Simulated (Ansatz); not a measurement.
The start is a generated trial cell of NbRu in the AFLOW prototype AB_cP8_198_a_a (B20, as in FeSi). The structure is fully relaxed (lattice and positions, P = 0) with PBE (plane waves to 420 eV, PAW, scalar-relativistic; Ansatz, a program for electronic structure). First-step values are on the input's coarse k-mesh.

Ansatz input (later rounds restart from its end on a renewed k-mesh):
Ansatz 0.2 input:
```yaml
crystal:
  lattice:
    - [5.046074, 0, 0]
    - [0, 5.046074, 0]
    - [0, 0, 5.046074]
  atoms:
    - { symbol: Nb, position: [0.13652, 0.13652, 0.13652] }
    - { symbol: Nb, position: [0.63652, 0.36348, 0.86348] }
    - { symbol: Nb, position: [0.86348, 0.63652, 0.36348] }
    - { symbol: Nb, position: [0.36348, 0.86348, 0.63652] }
    - { symbol: Ru, position: [0.8424, 0.8424, 0.8424] }
    - { symbol: Ru, position: [0.3424, 0.6576, 0.1576] }
    - { symbol: Ru, position: [0.1576, 0.3424, 0.6576] }
    - { symbol: Ru, position: [0.6576, 0.1576, 0.3424] }
basis: { ecutwfc: 420, ecutrho_ratio: 4, xc_grid: 2, fft_grid_basis: typed }
kpoints: { mp_grid: { grid: [7, 7, 7] } }
hamiltonian:
  xc: pbe
  dispersion: none
  pseudopotentials: { kind: paw }
scf: { occupations: { method: fermi_dirac, width: 0.05 } }
relax: { f_tol: 0.01, max_steps: 100, cell: { stress_tol: 0.02 } }
output: { forces: true, stress: true }
```

How large is the pressure on the unrelaxed cell, and of which sign?

+6.3 GPa (positive: the cell is compressed).

Which atoms feel the largest initial force, and how large is it?

0.65 eV/Å, on Nb1, Nb2, Nb3, Nb4 (atoms numbered as listed).

By how much does the energy per atom fall from start to end?

0.05 eV/atom.

How does the volume change?

+1.9 %, from 16.06 to 16.37 Å³/atom.

What band gap does the relaxed structure have at this level?

No gap (metallic).

Write out the relaxed structure.


```cif
data_Nb4Ru4
_chemical_formula_sum 'Nb4 Ru4'
_space_group_name_H-M_alt 'P213'
_space_group_IT_number 198
_space_group_name_Hall 'P 2ac 2ab 3'
_cell_length_a 5.07787
_cell_length_b 5.07787
_cell_length_c 5.07787
_cell_angle_alpha 90.000
_cell_angle_beta 90.000
_cell_angle_gamma 90.000
loop_
_atom_site_label
_atom_site_type_symbol
_atom_site_symmetry_multiplicity
_atom_site_Wyckoff_symbol
_atom_site_fract_x
_atom_site_fract_y
_atom_site_fract_z
_atom_site_occupancy
Nb1 Nb 4 a 0.15432 0.15432 0.15432 1
Ru1 Ru 4 a 0.85702 0.85702 0.85702 1
```

The space group stays P2₁3 (No. 198) (the run could not lower it); the end is AFLOW prototype AB_cP8_198_a_a (B20, as in FeSi), with 8 atoms in the primitive cell. Final values are on a 9×9×9 k-mesh of the relaxed cell. No spin polarisation in the result.

The run could not lose the symmetry of its start: the end is stationary, and may be a saddle point rather than a minimum.

The relaxed structure here is a generated cell of NbRu: the first start was made by placing the elements on the sites of a structure type, and the end was not matched to a known phase here, so it may be hypothetical.
